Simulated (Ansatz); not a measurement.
CsCl:
```
CsCl
1.0
    4.14021     0.00000     0.00000
    0.00000     4.14021     0.00000
    0.00000     0.00000     4.14021
Cs Cl
1 1
Direct
  0.00000   0.00000   0.00000
  0.50000   0.50000   0.50000
```

DFT-r²SCAN in the program Ansatz with PAW potentials gives a gap of 5.91 eV without spin–orbit coupling, maximum at Γ, minimum at Γ.

Problem. What happens when spin–orbit coupling is switched on?

Solution. The gap shrinks by 0.06 eV, to 5.85 eV; maximum at Γ, minimum at Γ.

Problem. How large is the spin–orbit splitting of the valence top at Γ?

Solution. The fourfold level lies 0.19 eV above the split-off pair.

Problem. Give the electron effective mass with spin–orbit coupling, band 1 of 2 at the edge.

Solution. 1.3 along [100], 0.78 along [110], 0.57 along [111] (mₑ).

Problem. Give the electron effective mass with spin–orbit coupling, band 2 of 2 at the edge.

Solution. 0.36 along [100], 0.44 along [110], 0.55 along [111] (mₑ).

Problem. Give the hole effective mass with spin–orbit coupling, band 1 of 2 at the edge.

Solution. 3.8 along [100], 3.3 along [110], 3.2 along [111] (mₑ).

Problem. Give the hole effective mass with spin–orbit coupling, band 2 of 2 at the edge.

Solution. 0.85 along [100], 0.87 along [110], 0.88 along [111] (mₑ).

Space group Pm-3m (CsCl type). The cell was relaxed with r²SCAN under the symmetry of its start.

Potentials: the earlier of the program's two PAW sets.
